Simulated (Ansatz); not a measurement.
Ta3Sn in space group Fm-3m (No. 225; Sn on 4a, Ta on 4b, Ta on 8c) at seven volumes, DFT-PBE in the program Ansatz with PAW potentials, scaled uniformly. One row is withheld.

```tsv
V (Å³/atom)	P (GPa)
17.187	?
17.754	12.33
18.321	5.68
18.887	0.00
19.454	-4.85
20.021	-8.99
20.587	-12.48
```

### Question
Fit the shown pressures and predict the withheld one.

### Answer
P = (3/2)B₀(x^(7/2) − x^(5/2))[1 + (3/4)(B′ − 4)(x − 1)] with x = (V₀/V)^(2/3). Least squares on the six rows gives V₀ = 18.887 Å³/atom, B₀ = 174 GPa, B′ = 4.32. At V = 17.187, x = 1.0649 and P = 20.13 GPa. The run itself gave 20.11 GPa.

A made-up cell: these elements were put on the sites of a structure type; neither database checked (COD, Materials Project) lists it. COD files the formula under space group No. 223, so this cell is another polymorph or a model. Its standing as an ambient phase is unchecked. Symmetry was held in the PBE relaxation; its stability against distortions is not shown here. The run is not spin-polarised. Spin–orbit coupling is left out wherever it is not named.

Potentials: the earlier of the program's two PAW sets.
